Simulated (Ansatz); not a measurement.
## YbCu$_{2}$Bi$_{2}$, a known structure type with other elements, at an estimated volume

```yaml
crystal:
  lattice:
    - [2.30797, 3.99752, 0.00000]
    - [-2.30797, 3.99752, 0.00000]
    - [0.00000, 0.00000, 7.46758]
  atoms:
    - { symbol: Yb, position: [0.00000, 0.00000, 0.00000] }
    - { symbol: Bi, position: [0.66670, 0.66660, 0.24119] }
    - { symbol: Bi, position: [0.33330, 0.33340, 0.75881] }
    - { symbol: Cu, position: [0.66670, 0.66660, 0.63080] }
    - { symbol: Cu, position: [0.33330, 0.33340, 0.36920] }
```

Method: m-r2SCAN, with U_eff = 1.02 eV on Cu d, U_eff = 2.77 eV on Yb f (all-electron-ortho-atomic projectors), no spin polarisation; PAW, plane waves to 500 eV, 6×6×3 Γ-centred mesh, fermi-dirac occupations (width 0.1 eV) (Ansatz 0.2.0), atoms fixed.

**Question.** Is the cell too large or too small?

**Answer.** The pressure is -5.1 GPa (compression positive), so with the atoms held at these fractions the cell would first shrink; the forces are large, so a full relaxation may end otherwise. The principal stresses -6.2, -4.6, -4.6 GPa differ, so its shape would change too.

**Question.** Metal or insulator?

**Answer.** It is a metal, with about 4.2 states/eV a cell as the mean within 0.25 eV of the Fermi level, mostly Bi p (58 %), Cu d (14 %) and Yb d (12 %).

**Question.** Where is the largest force?

**Answer.** The largest is on Bi2 (and as large on other atoms): 1.09 eV/Å, components (0.00, 0.00, 1.09). It makes 70° with the line to a nearest neighbour, Cu5 at 2.83 Å.

**Question.** Give the Bader charges.

**Answer.** Bader charges in e: Yb +1.34, Cu +0.07, Bi -0.74. In the mean Yb gives up most and Bi takes most.

Origin: a known structure type with other elements, at an estimated volume, so it need not be a known compound. Caveats: no spin polarisation, so a magnetic state may lie lower; m-r2SCAN is r2SCAN with a changed spin dependence that lowers moments.
